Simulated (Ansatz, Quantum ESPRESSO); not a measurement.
This is a calculation of ScNb for Ansatz 0.2.0. Atoms were shifted at random by some hundredths of an Å from the given cell, which wasn't relaxed again for these runs. The cell comes from a database or a generator and needn't be the stable form of this composition.

input.yaml

```yaml
crystal:
  lattice:
    - [3.0656443612, 0.0, 0.0]
    - [-1.5328221806, 2.6549258957, 0.0]
    - [0.0, 0.0, 5.072194]
  atoms:
    - { symbol: Nb, position: [0.338591, 0.6592, 0.500338] }
    - { symbol: Sc, position: [-0.006124, 0.007237, 0.000175] }
hamiltonian:
  xc: pbe
  pseudopotentials: { kind: paw }
kpoints:
  mp_grid: { grid: [10, 10, 5] }
scf:
  occupations: { method: fermi_dirac, width: 0.05 }
output:
  forces: true
  stress: true
  eigenvalues: true
  write_density: true
  write_potential: true
  elf: true
  volumetric_format: npy
```

Potentials or basis: Ansatz PAW.

Launch:

```console
$ ansatz run input.yaml --threads 2 --pin off --max-ram 5120MiB --backend cpu --events-out ev --progress --plain --runs-dir out
```

Set up the same calculation for Quantum ESPRESSO 7.5. Potentials or basis there: SSSP 1.3 efficiency PBE, cutoff 816 eV.

As run (cutoffs and basis follow the program's own potentials, and thresholds, step limits or extra output files can differ):

Contents of pw.in:

```
&CONTROL
  calculation = 'scf'
  prefix = 'pwscf'
  outdir = './tmp'
  pseudo_dir = './pseudo'
  tprnfor = .true.
  tstress = .true.
  disk_io = 'nowf'
/
&SYSTEM
  ibrav = 0
  nat = 2
  ntyp = 2
  ecutwfc = 60
  ecutrho = 440
  nbnd = 19
  occupations = 'smearing'
  smearing = 'fd'
  degauss = 0.00367493
/
&ELECTRONS
  conv_thr = 4d-10
  electron_maxstep = 120
  mixing_beta = 0.5
/
ATOMIC_SPECIES
Nb    92.9064 Nb.pbe-spn-kjpaw_psl.0.3.0.UPF
Sc    44.9559 Sc_ONCV_PBE-1.0.oncvpsp.upf
CELL_PARAMETERS angstrom
   3.0656443612    0.0000000000    0.0000000000
  -1.5328221806    2.6549258957    0.0000000000
   0.0000000000    0.0000000000    5.0721940000
ATOMIC_POSITIONS crystal
Nb     0.3385910000    0.6592000000    0.5003380000
Sc    -0.0061240000    0.0072370000    0.0001750000
K_POINTS automatic
10 10 5 0 0 0
```

Potentials or basis: SSSP 1.3 efficiency PBE.

Run with:

```sh
$ OMP_NUM_THREADS=1 pw.x -in pw.in > pw.out
```

Both were run:

|  | Ansatz | Quantum ESPRESSO |
| --- | --- | --- |
| Pressure | -0.2 GPa | -0.1 GPa |
| Energy over the undisturbed cell | 0.7 meV/atom | 0.7 meV/atom |

Ansatz's pressure holds a Pulay term of +0.03 GPa for its cutoff of 420 eV, which the other run lacks.

Where Ansatz's input types no cutoff or centring, it takes its own default and a Γ-centred mesh.

Pressure is positive in compression.
